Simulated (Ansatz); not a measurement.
NbSnP, a known structure type with other elements, at an estimated volume

```
P Sn Nb
1.0
     3.65007    0.00000    0.00000
     0.00000    3.65007    0.00000
     0.00000    0.00000    8.25961
P Sn Nb
2 2 2
Direct
  0.25000 0.25000 0.61170
  0.75000 0.75000 0.38830
  0.75000 0.25000 0.00000
  0.25000 0.75000 0.00000
  0.25000 0.25000 0.25580
  0.75000 0.75000 0.74420
```

Single point in Ansatz 0.2.0 with LDA, non-collinear spin. Cutoff 420 eV, PAW datasets, 8×8×4 Γ-centred k mesh, fermi-dirac filling (width 0.1 eV).

The state carries no moments; the state need not be the lowest.

- Electronic structure: It is a metal, with about 2 states/eV a cell as the mean within 0.25 eV of the Fermi level, mostly Nb d (64 %) and P p (21 %).
- Forces: The largest is on Nb5 (and as large on other atoms): 3.84 eV/Å, components (0.00, 0.00, 3.84). It makes 139° with the line to a nearest neighbour, Sn3 at 2.79 Å, pointing away from it.
- Charges: Bader charges in e: Nb +0.99, Sn -0.23, P -0.77. In the mean Nb gives up most and P takes most.
- Stress: The pressure is 2.7 GPa (compression positive), so with the atoms held at these fractions the cell would first expand; the forces are large, so a full relaxation may end otherwise. The principal stresses -4.1, 6.0, 6.0 GPa differ, so its shape would change too.

Origin: a known structure type with other elements, at an estimated volume, so it need not be a known compound. Caveats: atoms or cell far from equilibrium.
